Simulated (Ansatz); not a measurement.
GeBCN in space group P3m1 (No. 156; B on 1b, Ge on 1c, C on 1b, N on 1c), the program Ansatz at the r²SCAN+D4 level (PAW), all energies at zero smearing, with the estimated change up to a 700 eV cutoff added, with one set of potentials and settings (totals compare only within such a set). Cell of 4 atoms (1 B, 1 Ge, 1 C, 1 N): -5095.952 eV.

```csv
element,reference phase,E (eV/atom)
B,"R-3m, 12 atoms in the cell",-156.6449
Ge,"Fd-3m, 2 atoms in the cell",-4303.0261
C,"P6_3/mmc, 4 atoms in the cell",-251.7433
N,"Pa-3, 8 atoms in the cell",-384.8579
```

Formation energy per atom, worked out: (-5095.952 − 1×(-156.6449) − 1×(-4303.0261) − 1×(-251.7433) − 1×(-384.8579))/4 = 0.080 eV/atom (8 kJ per mol of atoms), at 0 K, without zero-point energy or fitted corrections.

The start of the workflow was typed in or built on a structure type; neither database checked (COD, Materials Project) lists it. Whether it is the stable phase at ambient conditions was not checked. The r²SCAN+D4 relaxation kept the symmetry of its start; its stability against distortions is not shown here. The volume moved by -16 % from the start of the relaxation. The references are the lowest solids computed at this level, not always the standard phases (solids in place of the gases).

Potentials: the earlier of the program's two PAW sets. The files were generated under PBE; for other functionals the program regenerates the frozen cores, and for LDA and PBEsol the local potential too.
